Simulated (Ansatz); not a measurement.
In the program Ansatz at the r²SCAN level (PAW), MgZn$_{3}$S$_{4}$ in the monoclinic phase (C2; Pearson symbol mS64) relaxes to a = 13.587 Å, b = 7.841 Å, c = 12.939 Å, β = 90.2°. Zn on 4c has 4 nearest neighbours from 2.33 Å (tetrahedral); Zn on 4c has 4 nearest neighbours from 2.31 Å (tetrahedral); S on 4c has 4 nearest neighbours from 2.31 Å (tetrahedral). Its formation energy from the elements is -1.06 eV/atom, with no fitted shifts.

The Kohn–Sham gap is 3.03 eV (smallest direct gap 3.04 eV). Electrons at the band edge weigh 0.22, 0.22, 0.28 mₑ (principal values).

Bader charges are Zn +0.97 to +0.99, S -1.31 to -1.00, Mg +1.68 e.

The start of the workflow was typed in or built on a structure type; neither database checked (COD, Materials Project) lists it. Whether it is the stable phase at ambient conditions was not checked. The cell was relaxed with r²SCAN under the symmetry of its start; whether a distortion lowers the energy is not shown. The references are the lowest solids computed at this level, not always the standard phases.

Potentials: the later of the program's two PAW sets.
